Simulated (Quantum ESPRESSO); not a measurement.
## Kohn-Sham bands of BaTiO$_{3}$ (R3m)

```
BaTiO3
1.0
    2.84826     1.64444     2.33556
   -2.84826     1.64444     2.33556
    0.00000    -3.28888     2.33556
Ba Ti O
1 1 3
Cartesian
  0.00000   0.00000   0.00098
  0.00000   0.00000  -3.40994
  1.45042  -0.83740   2.23658
  0.00000   1.67480   2.23658
 -1.45042  -0.83740   2.23658
```

Materials Project entry mp-5020; symmetrised, unrelaxed at this level. COD (Crystallography Open Database) has the formula in 5 space groups, this one among them (matched by group alone). Method: PBEsol plane waves in Quantum ESPRESSO 7.5 (PseudoDojo norm-conserving files, 68 Ry, spinors with spin-orbit coupling), Bloch states on a 6×6×6 mesh through Γ, Wannier90 4.0.1. Density: 8×8×8 mesh, cold smearing 0.01 Ry.

Energies are relative to the valence-band maximum; weights are on the orthonormalised atomic waves of the pseudopotential files, averaged over the group. 40 electrons a cell are treated as valence.

```csv
bands,from (eV),to (eV),filling,weight on atomic waves
1–2,-56.03,-56.03,filled,…
3–4,-32.89,-32.85,filled,…
5–8,-32.25,-32.20,filled,…
9–10,-24.61,-24.37,filled,…
11–16,-16.82,-15.68,filled,…
17–18,-11.70,-10.96,filled,…
19–22,-10.00,-8.91,filled,…
23–40,-4.32,0.00,filled,…
```

**Question.** Which atomic shells make up each group?

**Answer.** 
- 1–2, weight on atomic waves: Ti 3s 96 %
- 3–4, weight on atomic waves: Ti 3p 98 %
- 5–8, weight on atomic waves: Ti 3p 98 %
- 9–10, weight on atomic waves: Ba 5s 95 %
- 11–16, weight on atomic waves: O 2s 85 %, Ti 3d 5 %, Ti 4s 4 %
- 17–18, weight on atomic waves: Ba 5p 93 %
- 19–22, weight on atomic waves: Ba 5p 91 %, O 2p 6 %
- 23–40, weight on atomic waves: O 2p 82 %, Ti 3d 11 %

The Kohn-Sham gap over both meshes and the path is 2.36 eV.
